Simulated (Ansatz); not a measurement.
**Relaxing a structure of Ir**

The start is a generated cell, Ir placed in the AFLOW prototype A_cI16_220_c (as in Li). A full variable-cell relaxation at zero pressure is run with PBEsol (plane waves to 420 eV, PAW, scalar-relativistic; Ansatz, a quantum-chemistry and plane-wave program). The first steps use a coarse 8×8×8 k-mesh.

Initial structure:
```yaml
crystal:
  lattice:
    - [-3.04781, 3.04781, 3.04781]
    - [3.04781, -3.04781, 3.04781]
    - [3.04781, 3.04781, -3.04781]
  atoms:
    - { symbol: Ir, position: [0.40200, 0.40200, 0.40200] }
    - { symbol: Ir, position: [0.50000, 0.00000, 0.09800] }
    - { symbol: Ir, position: [0.00000, 0.09800, 0.50000] }
    - { symbol: Ir, position: [0.09800, 0.50000, 0.00000] }
    - { symbol: Ir, position: [0.90200, 0.90200, 0.90200] }
    - { symbol: Ir, position: [0.50000, 0.00000, 0.59800] }
    - { symbol: Ir, position: [0.00000, 0.59800, 0.50000] }
    - { symbol: Ir, position: [0.59800, 0.50000, 0.00000] }
```

What is the largest force in the starting geometry, and on which atom (counted from 1)?

1.31 eV/Å, on Ir1, Ir2, Ir3, Ir4, Ir5, Ir6, Ir7, Ir8 (atoms numbered as listed).

How does the volume per atom move from start to end?

+1.6 %, from 14.16 to 14.38 Å³/atom.

How do the shortest distances between atoms change?

The closest pairs of elements (up to four, under 3.6 Å), start → end: Ir–Ir 2.52 → 2.65 Å.

What band gap does the relaxed structure have at this level?

Zero (metallic).

What does it relax into? Give the structure.


Space group I-43d (No. 220); a = b = c = 6.1273 Å, α = β = γ = 90.00°

```csv
atom,site,symmetry,x,y,z
Ir,16c,.3.,0.2144,0.2144,0.2144
```
(The calculation used a cell of 8 atoms; values per cell refer to that cell.)

The space group stays I-43d (No. 220) (the run could not lower it); the end is AFLOW prototype A_cI16_220_c (as in Li), with 8 atoms in the primitive cell. Final values are on a 11×11×11 k-mesh of the relaxed cell. No spin polarisation in the result.

The run could not lose the symmetry of its start, so the end can be a saddle point.

The relaxed structure here is a generated cell of Ir: the first start was made by placing the elements on the sites of a structure type, and the end was not matched to a known phase here, so it may be hypothetical. Known forms of Ir include space group No. 225.
